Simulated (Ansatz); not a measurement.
A generated cell, not matched to a known phase here, of BiRh: Cmcm (No. 63), oS8; a = 3.6665 Å, b = 10.6694 Å, c = 4.1167 Å, α = 90.00°, β = 90.00°, γ = 90.00°; Bi 4c (0.000, 0.143, 0.750); Rh 4c (0.000, 0.588, 0.250). Calculation: r2SCAN (plane waves to 500 eV, PAW, scalar-relativistic; Ansatz, a quantum-chemistry and plane-wave program). Element references, the lowest calculated here: Bi (R-3m), Rh (Fm-3m).

Total energies (eV/atom, σ → 0; comparable only within this code, potentials and settings):

```tsv
phase	E (eV/atom)
BiRh (Cmcm)	-9414.383
Bi (R-3m)	-12413.332
Rh (Fm-3m)	-6415.317
```

**Question.** What is the formation energy of this Cmcm form of BiRh from the elements?

**Answer.** E_f = -9414.383 − [1 × (-12413.332) + 1 × (-6415.317)] / 2 = -0.06 eV/atom (-0.1 eV per formula unit).

A lower structure of this composition may exist.

Static energies, no anion corrections, no zero-point energy. Values are rounded to 0.01 eV/atom. Not shown to be the ambient phase of their composition (a lower form may be missing, and a cell relaxed within its start's symmetry can be a saddle point): BiRh (Cmcm). Spin-orbit coupling is missing from these energies, which matters for elements this heavy. The compounds carry no spin polarisation.
